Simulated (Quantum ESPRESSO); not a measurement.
Si7N, a curve over one atom's position

Simulated, not a measurement. The program is pw.x of Quantum ESPRESSO 7.5 (plane-wave density functional theory). The cell is made up: 8 atoms on a zincblende/diamond lattice, with randomly drawn elements, strain and displacements, not relaxed. PseudoDojo standard norm-conserving files (v0.5 for PBE, v0.4.1 for LDA and PBEsol) set the functional; there is no spin polarisation, spin-orbit coupling or dispersion term, and the masses in the input are unused placeholders. A spin-polarised start on this cell or one of its family kept no moment.

Seven runs move atom 7 (Si, counted in the order of the input) along y and keep all else fixed.

Input of the run at -0.0207:

```
&control calculation='scf', pseudo_dir='./dojo.nc.sr.pbe.v0_5.standard.upf', outdir='./o', disk_io='medium', tprnfor=.true., tstress=.true. /
&system ibrav=0, nat=8, ntyp=2, nbnd=27, ecutwfc=84.00895049, nosym=.true., tot_charge=0,
 occupations='smearing', smearing='fd', degauss=0.0073498644
/
&electrons conv_thr=7.350e-09, electron_maxstep=60, /
ATOMIC_SPECIES
N 1.0 N.upf
Si 1.0 Si.upf
CELL_PARAMETERS angstrom
5.3689 0.0507 0.0773
0.0507 5.5443 -0.0949
0.0773 -0.0949 5.5201
ATOMIC_POSITIONS angstrom
Si -0.0471 0.0314 -0.0502
Si 0.0076 2.8291 2.7212
N 2.682 0.0216 2.7613
Si 2.7565 2.7552 -0.0308
Si 1.4762 1.3144 1.39
Si 1.4049 4.1946 4.1084
Si 4.0036 1.3084 4.1711
Si 4.1383 4.1811 1.4115
K_POINTS automatic
6 6 6 1 1 1
```

| shift of atom 7 along y (Å) | free energy less that of the input shown (eV) | Fx on atom 7 (eV/Å) | Fy on atom 7 (eV/Å) | Fz on atom 7 (eV/Å) | pressure (GPa) | iterations |
| --- | --- | --- | --- | --- | --- | --- |
| -0.1269 | -0.0290 | -0.487 | 0.294 | -2.327 | -8.35 | 11 |
| -0.0964 | -0.0331 | -0.280 | -0.028 | -2.302 | -8.29 | 11 |
| -0.0787 | -0.0309 | -0.160 | -0.218 | -2.292 | -8.25 | 11 |
| -0.0207 | 0.0000 | 0.235 | -0.850 | -2.282 | -8.07 | 11 |
| +0.0639 | 0.1117 | 0.814 | -1.793 | -2.333 | -7.69 | 11 |
| +0.1200 | 0.2300 | 1.200 | -2.423 | -2.412 | -7.36 | 11 |
| +0.1588 | 0.3324 | 1.469 | -2.855 | -2.487 | -7.11 | 11 |

A cubic fit gives dFy/dy = -11.10 eV/Å² at zero shift. Across the table the free energy follows the integral of the force to within 0.1 meV. A rerun of one of the cells at 1437 eV and a 8 x 8 x 8 mesh moved values by no more than 0.014 eV in energy, 0.03 GPa in stress and 0.006 eV/Å in force.